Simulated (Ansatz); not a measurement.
All numbers below come from Ansatz 0.2.0, DFT, BLYP, plane waves (420 eV) with PAW, scalar-relativistic. The PAW files were generated under PBE, with cores re-solved for the functional.

An element in the simple cubic structure gives this curve. The cell is scaled uniformly from the relaxed one, with fractional coordinates and shape fixed. Energies are extrapolated to zero smearing, pressures are those at the given smearing. Magnetic state: spin not included.

```tsv
V (Å³/atom)	E − E₀ (meV/atom)	P (GPa)
15.776	230.0	38.81
16.493	94.0	23.00
17.210	21.4	10.27
17.927	-0.1	0.01
18.644	19.8	-8.24
19.361	72.8	-14.86
20.078	152.4	-20.14
```

Question: Which element is it?
A. ruthenium
B. rhodium
C. rhenium
D. platinum

Answer: C. Its fit is V₀ = 17.92 Å³/atom, B₀ = 230 GPa, B₀′ = 4.4.
